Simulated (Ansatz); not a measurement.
The slice is one period of a {110} plane through atoms; its size isn't given.

Calculation: r2SCAN (plane waves to 500 eV, PAW, scalar-relativistic; Ansatz, an electronic-structure program). Near the nuclei the fields are pseudised (PAW); where an atom keeps semicore shells as valence, they peak there.

```
|9999886644220000000000002244668899|
|8888665533110000000000001133556688|
|6666553322110000000000001122335566|
|4444332211000000000000000011223344|
|2222111100000000000000000000111122|
|1111000000000000000000000000000011|
|0000000000000000000000000000000000|
|0000000000000000000000000000000000|
|0000000000000000000000000000000000|
|0000000000000000000000000000000000|
|0000000000000000000000000000000000|
|0000000000000000000000000000000000|
|0000000000000000000000000000000000|
|0000000000000000000000000000000000|
|0000000000000000000000000000000000|
|0000000000000000000000000000000000|
|0000000000000000000000000000000000|
|1111000000000000000000000000000011|
|2222111100000000000000000000111122|
|4444332211000000000000000011223344|
|6666553322110000000000001122335566|
|8888665533110000000000001133556688|
|9999886644220000000000002244668899|
|9999886644221100000000112244668899|
```
Scale: ten equal steps from -1.12 (start of '0') to 1.61 (end of '9'), in the order '0123456789'. Values: log₁₀ of the valence density in e/Å³. The map has 17 points along u (two characters each, u = 0 at the left) and 24 along v (v = 0 in the bottom row). The scale is logarithmic, as a density can span decades between atoms and voids.

```
|xxxxxx@@**..    ....    ..**@@xxxx|
|xxxx@@%%==..    ::::    ..==%%@@xx|
|@@@@%%++::    ..----..    ::++%%@@|
|##**==::      ::====::      ::==**|
|::::..      ::==++++==::      ..::|
|          ::--++++++++--::        |
|    ....::==++++++++++++==::....  |
|----====++++++++====++++++++====--|
|**********++====----====++********|
|%%######**++==--::::--==++**######|
|%%%%%%##**++--::::::::--++**##%%%%|
|%%%%%%##**++--::....::--++**##%%%%|
|%%%%%%##**++--::::::::--++**##%%%%|
|%%######**++==--::::--==++**######|
|**********++====----====++********|
|----====++++++++====++++++++====--|
|    ....::==++++++++++++==::....  |
|          ::--++++++++--::        |
|::::..      ::==++++==::      ..::|
|##**==::      ::====::      ::==**|
|@@@@%%++::    ..----..    ::++%%@@|
|xxxx@@%%==..    ::::    ..==%%@@xx|
|xxxxxx@@**..    ....    ..**@@xxxx|
|xxxxxx@@**::    ....    ::**@@xxxx|
```
Scale: ten equal steps from 0.07 (start of ' ') to 0.78 (end of '@'), in the order ' .:-=+*#%@'. Values: electron localisation function (ELF). The map has 17 points along u (two characters each, u = 0 at the left) and 24 along v (v = 0 in the bottom row). Points within 0.5 Å of a nucleus are blanked (x), as the pseudised field means little there.

Q: Which relaxed crystal do these maps come from?
(A) Yb (fcc, Cu type)
(B) Pd (fcc, Cu type)
(C) Cu (fcc, Cu type)

A: A, Yb (fcc, Cu type). Atoms on the slice: Yb at (0.00, 0.00)

All were relaxed with their symmetry unable to fall. Cu is run without spin polarisation. Pd is run without spin polarisation. The relaxed volume of Yb is well below the measured one. Yb is run without spin polarisation. The f-shell state is unchecked: a lower one may exist. (This holds for the magnetic or f-shell members.)
